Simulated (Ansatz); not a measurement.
# NiRh (R-3m) under compression and expansion

The reference geometry is a structure from the Materials Project; nothing is relaxed.

Functional, mesh and filling: PBEsol, 15×15×15 k mesh, Fermi–Dirac smearing of 0.05 eV. PAW means Ansatz 0.2.0 on its default frozen-core files; LAPW is all-electron LAPW in Ansatz 0.2.0. Site moments are integrated in spheres about the atoms, whose radii differ between the methods.

The reference run was typed so:

```yaml
crystal:
  lattice:
    - [1.31412834, 0.7587123509, 4.1117064147]
    - [-1.31412834, 0.7587123509, 4.1117064147]
    - [0.0, -1.5174247017, 4.1117064147]
  atoms:
    - { symbol: Ni, position: [0.0, 0.0, 0.0], spin: 1.5 }
    - { symbol: Rh, position: [0.5, 0.5, 0.5], spin: 1.0 }
magnetization:
  spin_polarized: true
kpoints:
  mp_grid: { grid: [15, 15, 15] }
scf:
  occupations: { method: fermi_dirac, width: 0.05 }
  lower_state_search: "off"
hamiltonian:
  xc: pbesol
  pseudopotentials: { kind: paw }
output:
  forces: true
  stress: true
  eigenvalues: true
  populations: true
```

Command: `ansatz run input.yaml --threads 1 --pin off --max-ram 3072MiB --backend cpu --events-out ev --progress --plain --runs-dir out`

The input for «volume scaled by 0.7» by LAPW differs from it in these lines, output keys apart:

```diff
-    - [1.31412834, 0.7587123509, 4.1117064147]
-    - [-1.31412834, 0.7587123509, 4.1117064147]
-    - [0.0, -1.5174247017, 4.1117064147]
+    - [1.1668198119, 0.6736637325, 3.6508005796]
+    - [-1.1668198119, 0.6736637325, 3.6508005796]
+    - [0.0, -1.347327465, 3.6508005796]
-  pseudopotentials: { kind: paw }
+  pseudopotentials: { kind: all_electron, lapw: { basis_error: 0.001 } }
```

The cell shown is scaled evenly to other volumes, and every spin-polarised run starts from the same moments.

```json
{"V/V₀": "0.7", "Å³/atom": "8.61", "M PAW (μB/cell)": "0.00", "M LAPW (μB/cell)": "0.00", "largest site moment, PAW (μB)": "0.00", "P PAW (GPa)": "203.7", "P LAPW (GPa)": "203.7", "F − F(unpolarised), PAW (meV/atom)": "0"}
{"V/V₀": "0.76", "Å³/atom": "9.35", "M PAW (μB/cell)": "0.00", "M LAPW (μB/cell)": "0.00", "largest site moment, PAW (μB)": "0.00", "P PAW (GPa)": "127.3", "P LAPW (GPa)": "127.3", "F − F(unpolarised), PAW (meV/atom)": "0"}
{"V/V₀": "0.82", "Å³/atom": "10.08", "M PAW (μB/cell)": "0.00", "M LAPW (μB/cell)": "0.00", "largest site moment, PAW (μB)": "0.00", "P PAW (GPa)": "75.0", "P LAPW (GPa)": "75.0", "F − F(unpolarised), PAW (meV/atom)": "0"}
{"V/V₀": "0.88", "Å³/atom": "10.82", "M PAW (μB/cell)": "0.00", "M LAPW (μB/cell)": "0.00", "largest site moment, PAW (μB)": "0.00", "P PAW (GPa)": "38.9", "P LAPW (GPa)": "38.9", "F − F(unpolarised), PAW (meV/atom)": "0"}
{"V/V₀": "0.94", "Å³/atom": "11.56", "M PAW (μB/cell)": "0.00", "M LAPW (μB/cell)": "–", "largest site moment, PAW (μB)": "0.00", "P PAW (GPa)": "13.8", "P LAPW (GPa)": "–", "F − F(unpolarised), PAW (meV/atom)": "0"}
{"V/V₀": "1", "Å³/atom": "12.30", "M PAW (μB/cell)": "0.98", "M LAPW (μB/cell)": "0.98", "largest site moment, PAW (μB)": "0.67", "P PAW (GPa)": "-2.2", "P LAPW (GPa)": "-2.2", "F − F(unpolarised), PAW (meV/atom)": "–"}
{"V/V₀": "1.06", "Å³/atom": "13.04", "M PAW (μB/cell)": "1.24", "M LAPW (μB/cell)": "–", "largest site moment, PAW (μB)": "0.80", "P PAW (GPa)": "-13.9", "P LAPW (GPa)": "–", "F − F(unpolarised), PAW (meV/atom)": "-11"}
{"V/V₀": "1.12", "Å³/atom": "13.77", "M PAW (μB/cell)": "1.42", "M LAPW (μB/cell)": "–", "largest site moment, PAW (μB)": "0.89", "P PAW (GPa)": "-22.1", "P LAPW (GPa)": "–", "F − F(unpolarised), PAW (meV/atom)": "-20"}
{"V/V₀": "1.2", "Å³/atom": "14.76", "M PAW (μB/cell)": "1.57", "M LAPW (μB/cell)": "1.57", "largest site moment, PAW (μB)": "0.95", "P PAW (GPa)": "-29.1", "P LAPW (GPa)": "-29.1", "F − F(unpolarised), PAW (meV/atom)": "-33"}
```

The moments are gone at V/V₀ = 0.94 (14 GPa) and below, and present from 1.0 (-2 GPa) upwards, where the largest is 0.67 μB at first.

The PAW files were made with PBE; the program remakes their cores once for the run's functional and then keeps them frozen.  The Ansatz runs typed with the search for lower states off end where their start leads. These are results for the start and cell typed. The real compound can order otherwise, in a larger cell, or not at all, since semilocal functionals at zero temperature often overstate magnetism.
